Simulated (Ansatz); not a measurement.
Relaxed-ion elastic tensor of Cr₂C in space group P-3m1 (No. 164; Cr on 2d, C on 1b) in GPa (Voigt order), LDA in the plane-wave PAW code Ansatz; density 6.91 g/cm³, 9.29 Å³ per atom.

```
  545    131    179  -15.7    0.0    0.0
  131    545    179   15.7    0.0    0.0
  179    179    529    0.0    0.0    0.0
-15.7   15.7    0.0    132    0.0    0.0
  0.0    0.0    0.0    0.0    132  -15.7
  0.0    0.0    0.0    0.0  -15.7    207
```

Q: Is the crystal mechanically stable?

A: Yes: the smallest eigenvalue of C is 129 GPa.

Q: Work out the Voigt, Reuss and Hill averages.

A: K_V = 288, K_R = 288, K_H = 288; G_V = 170, G_R = 162, G_H = 166 GPa.

Q: Give Young's modulus, Poisson's ratio, Pugh's ratio and the universal anisotropy index.

A: E = 9KG/(3K + G) = 417 GPa; ν = 0.26; K/G = 1.74 (near the Pugh limit of 1.75, no verdict); A_U = 5G_V/G_R + K_V/K_R − 6 = 0.24.

Q: Estimate the sound speeds and the Debye temperature.

A: v_l = √((K + 4G/3)/ρ) = 8580 m/s, v_t = √(G/ρ) = 4900 m/s, mean 5440 m/s; Θ = (h/k)(3n/4πV)^(1/3) v_m = 771 K.

Q: Solve the Christoffel equation for the three sound speeds along x, y, z.

A: Eigenvalues of C_ijkl n_j n_l equal ρv². In km/s, slowest first: x 4.32, 5.51, 8.88; y 4.37, 5.47, 8.88; z 4.38, 4.38, 8.75.

Q: How much does each axis shrink under pressure?

A: Linear compressibilities β_i = Σ_j S_ij (j = 1 to 3): x 1.2, y 1.2, z 1.1 per TPa.

The workflow started from a Materials Project entry (that database holds measured and hypothetical structures alike); the Crystallography Open Database copy checked does not list it. Whether it is the stable phase at ambient conditions was not checked. The cell was relaxed with LDA under the symmetry of its start; of distortions, only those at the zone centre were tested. No spin polarisation was allowed. As this level gives no gap, shear constants depend on the k-mesh and smearing (Fermi–Dirac, 0.1 eV here). On the denser mesh and wider smearing of the elastic run this cell carries a stress of 0.5 GPa.

Potentials: the later of the program's two PAW sets.
